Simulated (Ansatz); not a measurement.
Data:

La (simple cubic, Pm-3m), a = b = c = 3.3283 Å, α = β = γ = 90.00°.

This is the PBE-relaxed structure.

### Question
All from PBE (plane waves, PAW; program Ansatz), unless another level is named. Predict the density of states at the Fermi level.

### Answer
2.6 states/eV per atom (mean over ±0.08 eV).

### Question
Next, the gap with spin–orbit coupling?

### Answer
none (metallic).

The cell is a constructed one: a structure type filled with these elements; neither database checked (COD, Materials Project) lists it. It is not the phase usual at ambient conditions (space group No. 194). The PBE relaxation kept the symmetry of its start; phonons on a q-mesh show weakly imaginary modes. Spin–orbit coupling is left out wherever it is not named.

Potentials: the later of the program's two PAW sets.
